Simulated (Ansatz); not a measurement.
BAs (zinc blende)

```xyz
4
Lattice="0.0000 4.8093 4.8093 2.4047 0.0000 2.4047 2.4047 2.4047 0.0000" Properties=species:S:1:pos:R:3 pbc="T T T"
As     3.6070     3.6070     3.6070
As     3.6070     6.0117     6.0117
B      0.0000     0.0000     0.0000
B      2.4047     4.8093     2.4047
```

A phonon eigenvector at L = (0.5, 0.0, 0.0) is frozen into this cell: atom i moves by Q times the vector below, so Q is the largest atomic displacement, in Å. The cell is held. It is one choice among 2 degenerate patterns. (q is in reciprocal vectors of the primitive cell; the cell shown is doubled to hold the pattern.)

| atom | x | y | z |
|---|---|---|---|
| As1 | -0.036 | 0.066 | -0.102 |
| As2 | 0.036 | -0.066 | 0.102 |
| B3 | -0.285 | 0.520 | -0.805 |
| B4 | 0.285 | -0.520 | 0.805 |

The numbers are results of PBE (plane waves to 420 eV, PAW, scalar-relativistic; Ansatz, an electronic-structure program), not measurements. k mesh 6×12×12 (Γ-centred), Fermi-Dirac smearing 0.05 eV. E stands for the smeared free energy. BAs was relaxed with its symmetry unable to fall. ΔE is measured from the undisplaced structure.

Question: Estimate the ΔE (meV/cell) for Q (Å) = -0.083, -0.067, -0.033, -0.017, 0.017.

Answer: 
```tsv
Q (Å)	ΔE (meV/cell)
-0.083	129.9
-0.067	83.1
-0.033	20.7
-0.017	5.2
0.017	5.2
```

(A displaced cell: forces are minus the slopes of the energy, force constants its curvatures, and phonons follow from these.)
